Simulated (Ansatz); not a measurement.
Cr₃C₂:
```
Cr3C2
1.0
    1.40467    -4.58729     0.00000
    1.40467     4.58729     0.00000
    0.00000     0.00000     6.83857
Cr C
6 4
Direct
  0.59934   0.40066   0.25000
  0.40066   0.59934   0.75000
  0.85699   0.14301   0.42960
  0.14301   0.85699   0.57040
  0.14301   0.85699   0.92960
  0.85699   0.14301   0.07040
  0.24383   0.75617   0.25000
  0.75617   0.24383   0.75000
  0.50000   0.50000   0.50000
  0.50000   0.50000   0.00000
```

Relaxed with r²SCAN. Special points in fractions of this cell's reciprocal vectors: Γ (0.000, 0.000, 0.000); Y (-0.500, 0.500, 0.000); C0 (-0.273, 0.727, 0.000); Σ0 (0.273, 0.273, 0.000); Z (0.000, 0.000, 0.500); A0 (0.273, 0.273, 0.500); E0 (-0.273, 0.727, 0.500); T (-0.500, 0.500, 0.500); S (0.000, 0.500, 0.000); R (0.000, 0.500, 0.500).

**Question.** List the band energies nearest the Fermi level at these points for plane-wave PAW r²SCAN (Ansatz code).

**Answer.** In eV from the Fermi level; about four levels below and three above (degenerate sets whole), none deeper than 8.9 eV; points with the same levels are listed once.

```
k                           below                above
--  -----------------------------  -------------------
Γ         -0.65 -0.45 -0.27 -0.17       0.42 0.66 0.70
Y         -0.95 -0.85 -0.40 -0.22       0.21 0.47 0.59
C0        -1.19 -0.97 -0.53 -0.18       0.24 0.55 1.00
Z         -0.23 -0.23 -0.20 -0.20  0.41 0.41 0.82 0.82
A0        -1.73 -1.73 -0.20 -0.20  0.37 0.37 0.69 0.69
T         -1.43 -1.43 -1.29 -1.29  0.01 0.01 0.25 0.25
S   -2.03 -2.03 -0.99 -0.94 -0.01       0.53 0.91 0.94
R         -1.81 -1.81 -0.12 -0.12  0.12 0.12 0.77 0.77
```

Space group Cmcm. The first step of the workflow began from a Materials Project structure, measured or hypothetical; the Crystallography Open Database copy checked does not list it. COD files the formula under space group No. 62. Its standing as an ambient phase is unchecked. The r²SCAN relaxation kept the symmetry of its start; its stability against distortions is not shown here. The run is not spin-polarised.

Potentials: the later of the program's two PAW sets.
